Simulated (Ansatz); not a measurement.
Ag:
```cif
data_Ag
_chemical_formula_sum 'Ag1'
_space_group_name_H-M_alt 'P6/mmm'
_space_group_IT_number 191
_space_group_name_Hall '-P 6 2'
_cell_length_a 2.78042
_cell_length_b 2.78042
_cell_length_c 2.70480
_cell_angle_alpha 90.000
_cell_angle_beta 90.000
_cell_angle_gamma 120.000
loop_
_atom_site_label
_atom_site_type_symbol
_atom_site_symmetry_multiplicity
_atom_site_Wyckoff_symbol
_atom_site_fract_x
_atom_site_fract_y
_atom_site_fract_z
_atom_site_occupancy
Ag1 Ag 1 a 0.00000 0.00000 0.00000 1
```

Relaxed with PBEsol.

Question: Which orbitals make up the states near the Fermi level in the program Ansatz at the PBEsol level (PAW)?

Answer: Within 0.5 eV of the Fermi level: Ag 5s 55 %, Ag 4d 15 %, outside the projected shells 30 %. Projections are on Löwdin-orthogonalised atomic valence shells; empty p or d shells of many metals are not among them.

Question: Tabulate the density of states.

Answer: States/eV per cell of 1 atom, in 0.25 eV bins, energy from the Fermi level.

```tsv
E (eV)	total	Ag 4d	Ag 5s
-7.55	0.00	0.00	0.00
-7.30	0.03	0.00	0.02
-7.05	0.06	0.00	0.06
-6.80	0.10	0.01	0.09
-6.55	0.14	0.02	0.11
-6.30	0.40	0.24	0.16
-6.05	1.65	1.37	0.27
-5.80	3.07	2.74	0.32
-5.55	3.51	3.18	0.31
-5.30	3.17	2.93	0.22
-5.05	3.06	2.86	0.18
-4.80	2.03	1.88	0.13
-4.55	2.88	2.74	0.12
-4.30	2.60	2.50	0.08
-4.05	2.89	2.82	0.05
-3.80	3.55	3.48	0.05
-3.55	3.09	3.02	0.06
-3.30	3.33	3.21	0.11
-3.05	2.81	2.69	0.11
-2.80	1.62	1.50	0.11
-2.55	1.13	1.01	0.11
-2.30	0.78	0.66	0.11
-2.05	0.24	0.10	0.12
-1.80	0.22	0.08	0.13
-1.55	0.23	0.07	0.14
-1.30	0.23	0.06	0.14
-1.05	0.24	0.06	0.14
-0.80	0.24	0.05	0.15
-0.55	0.25	0.05	0.15
-0.30	0.26	0.04	0.15
-0.05	0.27	0.04	0.15
0.20	0.26	0.04	0.14
0.45	0.26	0.03	0.14
0.70	0.25	0.03	0.13
0.95	0.25	0.03	0.13
1.20	0.24	0.02	0.12
1.45	0.24	0.02	0.12
1.70	0.25	0.02	0.13
1.95	0.27	0.03	0.14
2.20	0.26	0.02	0.13
2.45	0.26	0.02	0.12
2.70	0.25	0.02	0.11
2.95	0.24	0.01	0.10
3.20	0.23	0.01	0.09
3.45	0.27	0.02	0.12
3.70	0.38	0.02	0.18
3.95	0.39	0.02	0.18
4.20	0.42	0.02	0.18
4.45	0.40	0.02	0.15
4.70	0.42	0.01	0.13
```

The start of the workflow was typed in or built on a structure type; neither database checked (COD, Materials Project) lists it. It is not the phase usual at ambient conditions (space group No. 225). Symmetry was held in the PBEsol relaxation. At this level the phase is mechanically unstable. No spin polarisation was allowed. Spin–orbit coupling is left out wherever it is not named.

Potentials: the earlier of the program's two PAW sets. The files were generated under PBE; for other functionals the program regenerates the frozen cores, and for LDA and PBEsol the local potential too.
